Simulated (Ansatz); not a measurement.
Ge:
```
Ge
1.0
    0.00000     2.83668     2.83668
    2.83668     0.00000     2.83668
    2.83668     2.83668     0.00000
Ge
2
Direct
  0.50000   0.50000   0.50000
  0.75000   0.75000   0.75000
```

Relaxed with r²SCAN. Special points in fractions of this cell's reciprocal vectors: Γ (0.000, 0.000, 0.000); X (0.500, 0.000, 0.500); U (0.625, 0.250, 0.625); K (0.375, 0.375, 0.750); L (0.500, 0.500, 0.500); W (0.500, 0.250, 0.750).

### Question
List the band energies nearest the valence-band maximum at these points for plane-wave PAW r²SCAN (Ansatz code).

### Answer
In eV from the valence-band maximum; about four levels below and three above (degenerate sets whole), none deeper than 8.9 eV; points with the same levels are listed once.

```csv
k,below,above
Γ,0.00 0.00 0.00,0.36 2.72 2.72 2.72
X,-3.19 -3.19,0.99 0.99 10.05 10.05
U,-8.56 -4.45 -2.74,1.41 4.41 7.68
L,-7.82 -1.47 -1.47,0.44 4.00 4.00
W,-4.01 -4.01,4.67 4.67 5.06 5.06
```

Space group Fd-3m (diamond). Symmetry was held in the r²SCAN relaxation. Spin–orbit coupling is left out wherever it is not named.

Potentials: the later of the program's two PAW sets.
